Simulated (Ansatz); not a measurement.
## MoS2: computed properties

Computed with Ansatz 0.2.0, DFT PBE+D3(BJ), scalar-relativistic, plane waves, PAW.

Cutoff 420 eV; k points 12×12×4 on the computed 6-atom cell (Γ-centred); Gaussian smearing, width 0.02 eV; no spin polarisation.

The structure is relaxed at this level of theory with its symmetry kept.

```
Mo S
1.0
     3.14917    0.00000    0.00000
    -1.57458    2.72726    0.00000
     0.00000    0.00000   12.08985
Mo S
2 4
Direct
  0.33333 0.66667 0.25000
  0.66667 0.33333 0.75000
  0.33333 0.66667 0.62049
  0.66667 0.33333 0.12049
  0.33333 0.66667 0.87951
  0.66667 0.33333 0.37951
```

**Question.** Kohn–Sham band gap?

**Answer.** 0.78 eV.

**Question.** Löwdin character of the top 1 eV of the valence band?

**Answer.** Mo 4d 59 %, S 3p 36 %.

**Question.** Löwdin character of the lowest 1 eV of the conduction band?

**Answer.** Mo 4d 65 %, S 3p 30 %.

**Question.** Bader charges (e)?

**Answer.** Mo (2 in the cell) 1.22, S (4 in the cell) -0.61.

A ferromagnetic start lost its moments in a first run, so spin was left out; other magnetic orders weren't tried.